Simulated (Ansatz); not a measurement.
A relaxed cell of ZnCd2Te3 is given with its symmetry left out. The cell was found from a structure generator's guess, not taken from experiment.

Computed with DFT PBE, scalar-relativistic, plane waves, PAW (Ansatz 0.2.0). Cutoff 420 eV, Γ-centred mesh, Gaussian smearing, no spin polarisation.

```
Zn Cd Te
1.0
     5.49608    0.00000    0.00000
    -2.74804    4.75975    0.00000
     0.00000    0.00000    6.33505
Zn Cd Te
1 2 3
Direct
  0.00000 0.00000 0.50000
  0.33333 0.66667 0.50000
  0.66667 0.33333 0.50000
  0.00000 0.00000 0.00000
  0.33333 0.66667 0.00000
  0.66667 0.33333 0.00000
```

Formation energies are uncorrected and refer to the elements' standard structures at the same level.

(1) What space group does it have?

(2) What is its formation energy per atom?

(3) Is it a metal?

Results:

(1) P6/mmm (No. 191). Conventional cell: a = 5.496 Å, c = 6.335 Å. Zn is surrounded by 2 Te at 3.17 Å and 6 Cd at 3.17 Å; Cd has 2 Te at 3.17 Å, 3 Cd at 3.17 Å and 3 Zn at 3.17 Å; Te on a site of symmetry 6/mmm has 2 Zn at 3.17 Å and 6 Te at 3.17 Å; around Te on a site of symmetry -6m2 lie 2 Cd at 3.17 Å and 6 Te at 3.17 Å.

(2) +0.15 eV/atom. It can't be a ground state, since the elements alone are lower.

(3) Yes, bands cross the Fermi level on the 12×12×6 mesh.

The last run used a 12×12×6 mesh (in the run's order of axes) for its 6-atom cell and Gaussian smearing of 0.10 eV. Spin–orbit coupling, which can matter for Te, is left out. The reference form of Te is held partly by dispersion forces, which this level lacks. Symmetry constrained the relaxation, so the result can be a saddle point. Another cell of ZnCd2Te3 relaxed alike, in R-3m, lies 101 meV/atom lower, so this cell isn't the stable form at this level.
